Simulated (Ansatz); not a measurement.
CuPd in space group R-3m (No. 166; Cu on 3a, Pd on 3b), plane-wave PAW PBEsol (Ansatz code), all energies at zero smearing, with the estimated change up to a 700 eV cutoff added, with one set of potentials and settings (totals compare only within such a set). Cell of 2 atoms (1 Cu, 1 Pd): -13495.590 eV.

```
element             reference phase  E (eV/atom)
-------  --------------------------  -----------
Cu       Fm-3m, 1 atoms in the cell   -6588.7768
Pd       Fm-3m, 1 atoms in the cell   -6906.6520
```

Formation energy per atom, worked out: (-13495.590 − 1×(-6588.7768) − 1×(-6906.6520))/2 = -0.081 eV/atom (-8 kJ per mol of atoms), at 0 K, without zero-point energy or fitted corrections.

The workflow started from a Materials Project entry (that database holds measured and hypothetical structures alike); the Crystallography Open Database copy checked does not list it. COD files the formula under space group No. 221. With Cu and Pd taken as one species the cell has the higher symmetry Fm-3m, so it may be an ordered model of a mixed-site phase. Whether it is the stable phase at ambient conditions was not checked. The cell was relaxed with PBEsol under the symmetry of its start; whether a distortion lowers the energy is not shown. No spin polarisation was allowed. The references are the lowest solids computed at this level, not always the standard phases.

Potentials: the later of the program's two PAW sets.
